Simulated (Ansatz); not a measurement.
Nuclear-site quantities of Na as the cell is scaled

```yaml
crystal:
  lattice:
    - [-2.11750, 2.11750, 2.11750]
    - [2.11750, -2.11750, 2.11750]
    - [2.11750, 2.11750, -2.11750]
  atoms:
    - { symbol: Na, position: [0.00000, 0.00000, 0.00000] }
```

Structure: COD 9011002, as refined from experiment and not relaxed.

Level of theory: Ansatz 0.2.0, DFT, PBEsol, all-electron PAW with datasets made for the crystal, scalar-relativistic.

Sampling and basis: a Γ-centred 11×11×11 k mesh, Fermi–Dirac smearing of 0.03 eV, cutoff 160 eV (chosen by the program for this cell), no spin polarisation.

The contact density is the mean electron density over the nuclear volume; its changes follow the s electrons' response to bonding and compression. Changes below are taken from the unscaled cell, where it is 5881.15 e/Å³ at Na.

The datasets are made afresh for each cell, so very small changes are uncertain.

Task: Does compression raise or lower the contact density at Na?

Result: It raises it, by 0.30 e/Å³ over the whole range.

Task: Tabulate the changes with volume.

Result: 
```tsv
V/V(cell)	P (GPa)	Δρ(0) Na (e/Å³)
0.9400	0.1	0.16
0.9600	0.0	0.10
0.9800	-0.2	0.05
0.9900	-0.3	0.02
1.0000	-0.3	0.00
1.0100	-0.4	-0.02
1.0200	-0.5	-0.05
1.0400	-0.6	-0.09
1.0600	-0.7	-0.14
```
